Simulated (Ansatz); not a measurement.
**Data sheet: SiRh (DFT)**

SiRh:
```
CELL_PARAMETERS angstrom
      5.31301     0.00000     0.00000
     -2.65650     4.60120     0.00000
      0.00000     0.00000     3.83622
ATOMIC_POSITIONS crystal
  Rh 0.50000 0.00000 0.00000
  Rh 0.50000 0.50000 0.00000
  Rh 0.00000 0.50000 0.00000
  Si 0.00000 0.00000 0.00000
  Si 0.33333 0.66667 0.50000
  Si 0.66667 0.33333 0.50000
```

Space group P6/mmm (No. 191); conventional cell a = 5.313 Å, b = 5.313 Å, c = 3.836 Å, α = 90.00°, β = 90.00°, γ = 120.00°.

Method: PBE in the plane-wave PAW code Ansatz. Structure relaxed to zero pressure with the same functional. Other levels are named where they apply.

**Cell and energy**

| Quantity | Value |
|---|---|
| Volume per atom | 15.63 Å³ |
| Density | 6.96 g/cm³ |
| Formation energy from the elements (no fitted shifts) | -0.49 eV/atom |

**Electronic structure**

| Quantity | Result |
|---|---|
| Electronic character | metallic (no gap) |
| Density of states at the Fermi level | 0.29 states/eV per atom (mean over ±0.08 eV) |
| Gap with spin–orbit coupling | none (metallic) |

**Mechanics**

| Quantity | Result |
|---|---|
| Bulk modulus (Birch–Murnaghan fit) | 180 GPa |
| Pressure derivative B′ | 4.8 |

**Phonons**

| Quantity | Result |
|---|---|
| Highest zone-centre frequency | 420 cm^-1 |
| Zone-centre stability | unstable, softest mode 175i cm⁻¹ |

**Charges**

| Property | Value |
|---|---|
| Bader charges | Rh -0.64, Si +0.47 to +0.73 e |

A made-up cell: these elements were put on the sites of a structure type; neither database checked (COD, Materials Project) lists it. COD files the formula under space group No. 14, so this cell is another polymorph or a model. Its standing as an ambient phase is unchecked. The PBE relaxation kept the symmetry of its start. The run is not spin-polarised. As this level gives no gap, phonon frequencies hold no LO–TO term and depend on the k-mesh and smearing (Fermi–Dirac, 0.1 eV here). The references are the lowest solids computed at this level, not always the standard phases. Spin–orbit coupling is left out wherever it is not named.

Potentials: the later of the program's two PAW sets.
